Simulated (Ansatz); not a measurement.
Starting cell, AlN (wurtzite):

```
AlN
1.0
    6.25960     0.00000     0.00000
   -1.56490     2.71049     0.00000
    0.00000     0.00000     5.01733
Al N
4 4
Direct
  0.33333   0.33333   0.00337
  0.83333   0.33333   0.00337
  0.16667   0.66667   0.50337
  0.66667   0.66667   0.50337
  0.33333   0.33333   0.62183
  0.83333   0.33333   0.62183
  0.16667   0.66667   0.12183
  0.66667   0.66667   0.12183
```

A phonon eigenvector at M = (0.5, 0.0, 0.0) is frozen into this cell: atom i moves by Q times the vector below, so Q is the largest atomic displacement, in Å. The cell is held. (q is in reciprocal vectors of the primitive cell; the cell shown is doubled to hold the pattern.)

```
atom       x       y       z
----  ------  ------  ------
Al1   -0.852  -0.492  -0.182
Al2    0.852   0.492   0.182
Al3    0.852   0.492  -0.182
Al4   -0.852  -0.492   0.182
N5    -0.520  -0.300   0.535
N6     0.520   0.300  -0.535
N7     0.520   0.300   0.535
N8    -0.520  -0.300  -0.535
```

Method: PBE (plane waves to 420 eV, PAW, scalar-relativistic; Ansatz, a program for electronic structure). k mesh 6×12×7 (Γ-centred), Fermi-Dirac smearing 0.05 eV. The energy includes the smearing's −TS. AlN was relaxed with its symmetry unable to fall. The PAW data are Ansatz's earlier set. The zero of ΔE is the undisplaced structure.

| Q (Å) | ΔE (meV/cell) |
|---|---|
| -0.2800 | 4803 |
| -0.2333 | 3378 |
| -0.1867 | withheld |
| -0.1400 | 1241 |
| -0.0933 | 555 |
| -0.0467 | 139 |
| 0.0000 | 0 |
| 0.0467 | 139 |
| 0.0933 | 555 |
| 0.1400 | 1241 |
| 0.1867 | withheld |
| 0.2333 | 3378 |
| 0.2800 | 4803 |

Fit an even polynomial form (powers 2, 4) to the given rows and predict ΔE at Q = 0.1867.

Least squares on the 11 given rows: ΔE = (63950)·Q² + (-34390)·Q⁴, in meV/cell with Q in Å; root-mean-square residual 0.7 meV/cell. At 0.1867 the fit gives 2187 meV/cell; the calculation gives 2186 meV/cell, so the interpolation is off by 1 (+0.0 %). The quadratic term alone would give 2229 meV/cell.

(A displaced cell: forces are minus the slopes of the energy, force constants its curvatures, and phonons follow from these.)
